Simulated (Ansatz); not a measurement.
CuI:
```cif
data_CuI
_chemical_formula_sum 'Cu1 I1'
_space_group_name_H-M_alt 'P 1'
_space_group_IT_number 1
_cell_length_a 4.14447
_cell_length_b 4.14447
_cell_length_c 4.14447
_cell_angle_alpha 60.000
_cell_angle_beta 60.000
_cell_angle_gamma 60.000
loop_
_space_group_symop_operation_xyz
  'x, y, z'
loop_
_atom_site_label
_atom_site_type_symbol
_atom_site_fract_x
_atom_site_fract_y
_atom_site_fract_z
_atom_site_occupancy
Cu1 Cu 0.75000 0.75000 0.75000 1
I1 I 0.00000 0.00000 0.00000 1
```

Relaxed with LDA.

Give the optical modes at the zone centre with their infrared and Raman activity from DFPT, DFT-LDA in the program Ansatz with PAW potentials.

Transverse frequencies, without the LO–TO term; a row sums one degenerate level.

| ω (cm⁻¹) | degeneracy | IR ((D/Å)²/amu) | Raman (Å⁴/amu) | activity | symmetry |
|---|---|---|---|---|---|
| 155 | 3 | 1.51 | 54 | IR+Raman | T2 |

How high does the top mode go among those that the LO–TO term moves?

165 cm⁻¹ for q along x.

Space group F-43m (zinc blende). The LDA relaxation kept the symmetry of its start; phonons on a q-mesh show no instability. The run is not spin-polarised. Spin–orbit coupling is left out wherever it is not named.

Potentials: the earlier of the program's two PAW sets.
